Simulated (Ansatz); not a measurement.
**Where the states of SrVO3 lie**

Space group Pm-3m (No. 221). a = 3.841 Å, b = 3.841 Å, c = 3.841 Å, α = 90.00°, β = 90.00°, γ = 90.00°
| atom | site | symmetry | x | y | z |
| --- | --- | --- | --- | --- | --- |
| Sr | 1b | m-3m | 0.5000 | 0.5000 | 0.5000 |
| V | 1a | m-3m | 0.0000 | 0.0000 | 0.0000 |
| O | 3d | 4/mm.m | 0.5000 | 0.0000 | 0.0000 |

The runs use the primitive cell with vectors (3.841, 0.000, 0.000), (0.000, 3.841, 0.000), (0.000, 0.000, 3.841) Å, to which the k mesh refers.

The cell is COD entry 1512117, as deposited and not checked against the literature; nothing was relaxed.

Semilocal functionals without U often leave such compounds metallic or with too small a gap, and the real magnetic order may differ.

These are results of DFT, PBE, all-electron LAPW, scalar-relativistic (Ansatz 0.2.0), not measurements.

Sampling and basis: a Γ-centred 7×7×7 k mesh, Fermi–Dirac smearing of 0.05 eV, basis error target 0.5 meV/atom, spin-polarised from start moments V2 1.5 μB (the moments died away, and the run ended non-magnetic).

Task: Which of the resolved shells contributes most within 0.3 eV of the Fermi level?

Result: V 3d, with 83 % of all states there; O 2p follows with 16 %.

Task: Where is the centre of the filled V 3d states between -14 eV and the top of the filled states?

Result: -4.34 eV from the Fermi level.

Task: Tabulate the density of states.

Result: States per eV and cell, averaged over 0.6 eV, from -7.0 to 4.2 eV, with energies (bin centres) from the Fermi level; empty bins are left out. The partial columns, the largest 3 alone, are projections on Löwdin-orthogonalised atomic shells (those that the program's projection atoms carry: the occupied ones and, for some elements, an empty d or f shell; other empty shells have no column), summed over atoms of an element. Weights on diffuse s and p shells depend on that basis and aren't pure angular character.
```tsv
E (eV)	total	O 2p	V 3d	O 2s
-6.8	2.19	1.61	0.37	0.01
-6.2	3.74	2.61	0.91	0.02
-5.6	5.01	3.79	0.96	0.03
-5.0	4.93	3.96	0.75	0.01
-4.4	2.20	1.77	0.33	0.02
-3.8	2.09	1.83	0.14	0.03
-3.2	5.74	5.26	0.25	0.04
-2.6	3.31	3.15	0.08	0.01
-2.0	0.78	0.77	0.00	0.00
-0.8	0.21	0.01	0.20	0.00
-0.2	1.37	0.18	1.17	0.00
0.4	2.42	0.47	1.89	0.00
1.0	5.15	1.14	3.82	0.01
1.6	1.34	0.21	1.01	0.06
2.2	1.25	0.15	0.93	0.12
2.8	1.05	0.19	0.74	0.09
3.4	0.84	0.20	0.55	0.06
4.0	1.26	0.32	0.70	0.06
```
